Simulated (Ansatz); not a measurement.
GaAs:
```yaml
crystal:
  lattice:
    - [0.00000, 2.80133, 2.80133]
    - [2.80133, 0.00000, 2.80133]
    - [2.80133, 2.80133, 0.00000]
  atoms:
    - { symbol: Ga, position: [0.00000, 0.00000, 0.00000] }
    - { symbol: As, position: [0.75000, 0.75000, 0.75000] }
```

x, y and z are the axes in which the lattice vectors are written.

Q: Give the proper piezoelectric stress tensor with relaxed ions from LDA (plane waves, PAW; program Ansatz).

A: In C/m², rows x, y, z, Voigt columns; mesh uncertainty up to 0.01.
```
0.00  0.00  0.00  0.23  0.00  0.00
0.00  0.00  0.00  0.00  0.23  0.00
0.00  0.00  0.00  0.00  0.00  0.23
```

The elastic tensor of the same run (GPa):

```json
[
 {"": "1", "1": "117", "2": "53.1", "3": "53.1", "4": "0.0", "5": "0.0", "6": "0.0"},
 {"": "2", "1": "53.1", "2": "117", "3": "53.1", "4": "0.0", "5": "0.0", "6": "0.0"},
 {"": "3", "1": "53.1", "2": "53.1", "3": "117", "4": "0.0", "5": "0.0", "6": "0.0"},
 {"": "4", "1": "0.0", "2": "0.0", "3": "0.0", "4": "58.7", "5": "0.0", "6": "0.0"},
 {"": "5", "1": "0.0", "2": "0.0", "3": "0.0", "4": "0.0", "5": "58.7", "6": "0.0"},
 {"": "6", "1": "0.0", "2": "0.0", "3": "0.0", "4": "0.0", "5": "0.0", "6": "58.7"}
]
```

Q: Convert to strain constants d = e·S.

A: In pC/N:
```
0.0  0.0  0.0  3.9  0.0  0.0
0.0  0.0  0.0  0.0  3.9  0.0
0.0  0.0  0.0  0.0  0.0  3.9
```

Space group F-43m (zinc blende). The LDA relaxation kept the symmetry of its start. Signs of piezoelectric constants follow the polarity of the cell as given.

Potentials: the earlier of the program's two PAW sets. The files were generated under PBE; for other functionals the program regenerates the frozen cores, and for LDA and PBEsol the local potential too.
